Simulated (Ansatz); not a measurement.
GeBCN:
```
GeBCN
1.0
    1.46234     0.84428     4.78833
   -1.46234     0.84428     4.78833
    0.00000    -1.68856     4.78833
B N Ge C
1 1 1 1
Cartesian
  0.00000   0.00000   0.03996
  0.00000   0.00000  12.74461
  0.00000   0.00000   7.12187
  0.00000   0.00000   5.23183
```

Relaxed with r²SCAN. Special points in fractions of this cell's reciprocal vectors: Γ (0.000, 0.000, 0.000); T (0.500, 0.500, 0.500); H2 (0.813, 0.187, 0.500); H0 (0.500, -0.187, 0.187); L (0.500, 0.000, 0.000); S0 (0.344, -0.344, 0.000); S2 (0.656, 0.000, 0.344); F (0.500, 0.000, 0.500).

### Question
List the band energies nearest the valence-band maximum at these points for r²SCAN in the plane-wave PAW code Ansatz.

### Answer
In eV from the valence-band maximum; about four levels below and three above (degenerate sets whole), none deeper than 8.9 eV; points with the same levels are listed once.

```tsv
k	below	above
Γ	-4.07 -4.07 -1.28 0.00 0.00	1.63 6.33 7.13 7.13
T	-3.99 -3.99 -0.33 -0.33	3.24 6.69 7.13
H2	-7.97 -5.67 -4.82 -3.27	2.86 4.61 6.42
L	-7.04 -5.70 -4.99 -2.73	2.90 5.24 6.46
S0	-8.31 -5.53 -5.08 -3.33	2.88 5.25 6.04
F	-6.02 -5.30 -2.23 -1.99	0.79 3.66 5.54
```

Space group R3m. The start of the workflow was typed in or built on a structure type; neither database checked (COD, Materials Project) lists it. Whether it is the stable phase at ambient conditions was not checked. The r²SCAN relaxation kept the symmetry of its start; its stability against distortions is not shown here. The volume moved by -16 % from the start of the relaxation. Scalar-relativistic: spin–orbit coupling is off unless named, which matters more the heavier the elements.

Potentials: the earlier of the program's two PAW sets.
